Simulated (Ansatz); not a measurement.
fluorite-structured LaS2

Computed with Ansatz (plane waves, PAW, 420 eV cutoff): PBEsol, scalar-relativistic, no spin polarisation, Γ-centred 8×8×8 mesh, 0.05 eV Gaussian smearing. The datasets are Ansatz's generated set soft_2.

```cif
data_structure
_symmetry_space_group_name_H-M 'Fm-3m'
_symmetry_Int_Tables_number 225
_cell_length_a 6.7311
_cell_length_b 6.7311
_cell_length_c 6.7311
_cell_angle_alpha 90.000
_cell_angle_beta 90.000
_cell_angle_gamma 90.000
_cell_volume 304.97
loop_
_atom_site_label
_atom_site_type_symbol
_atom_site_symmetry_multiplicity
_atom_site_Wyckoff_symbol
_atom_site_fract_x
_atom_site_fract_y
_atom_site_fract_z
_atom_site_occupancy
La1 La 4 a 0.00000 0.00000 0.00000 1
S1 S 8 c 0.25000 0.75000 0.75000 1
```

This is a trial structure; measured cells of the compound in the Crystallography Open Database are in space group Pnma.

The cell above was scaled in volume, its shape and atoms being fixed by the lattice's symmetry. Energies are counted from the cell above.

The cell is relaxed to zero pressure at this level.

| V (Å³/atom) | ΔE (meV/atom) | P from the stress (GPa) |
| --- | --- | --- |
| 24.397 | 8.78 | 2.87 |
| 24.906 | 2.09 | 1.35 |
| 25.414 | 0.00 | -0.03 |
| 25.922 | 2.09 | -1.28 |
| 26.431 | 7.96 | -2.42 |

**Question.** Do the energies and the pressures agree? Compare −ΔE/ΔV between neighbouring points (1 meV/Å³ = 0.1602 GPa) with the mean of their pressures.

**Answer.** 
```
interval (Å³/atom)  −ΔE/ΔV (GPa)  mean P (GPa)
    24.40 to 24.91           2.1           2.1
    24.91 to 25.41           0.7           0.7
    25.41 to 25.92          -0.7          -0.7
    25.92 to 26.43          -1.9          -1.8
```
They differ by 0.00 GPa at most.

**Question.** What do the two routes give for V0, B0 and B0′?

**Answer.** A third-order Birch–Murnaghan fit of the energies: V0 = 25.41 Å³/atom, B0 = 66 GPa, B0′ = 3.8. A polynomial of P in ln V, with B = −dP/d ln V at P = 0: V0 = 25.40 Å³/atom, B0 = 66 GPa, B0′ = 3.8.

B0·V0 = 65.8 GPa × 25.41 Å³ = 10.44 eV/atom sets the scale: near the minimum ΔE ≈ ½ B0 V0 x², with x = V/V0 − 1, and a pressure of 0.7 GPa squeezes the volume by about 1 %. At the ends of the curve: x = −4.0 % predicts 8.2 meV/atom and the run gives 8.8; x = +4.0 % predicts 8.5 meV/atom and the run gives 8.0. The lopsidedness is anharmonic: atoms resist being pushed together more than being pulled apart.

These numbers lack spin–orbit coupling. The cell is a metal with an odd number of electrons, and spin polarisation wasn't tried.
